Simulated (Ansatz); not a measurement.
Consider the following.

Ti₃AlC (anti-perovskite, Pm-3m), a = b = c = 4.105 Å, α = β = γ = 90.00°.

This is the LDA-relaxed structure.

Question: All from DFT-LDA in the program Ansatz with PAW potentials, unless another level is named. Predict the bulk modulus (Birch–Murnaghan fit).

Answer: 172 GPa.

Question: Give the highest zone-centre frequency.

Answer: 724 cm⁻¹.

The workflow started from a Materials Project entry (that database holds measured and hypothetical structures alike); the Crystallography Open Database copy checked does not list it. Whether it is the stable phase at ambient conditions was not checked. Symmetry was held in the LDA relaxation; whether a distortion lowers the energy is not shown. The run is not spin-polarised. As this level gives no gap, phonon frequencies hold no LO–TO term and depend on the k-mesh and smearing (Fermi–Dirac, 0.1 eV here).

Potentials: the earlier of the program's two PAW sets. The files were generated under PBE; for other functionals the program regenerates the frozen cores, and for LDA and PBEsol the local potential too.
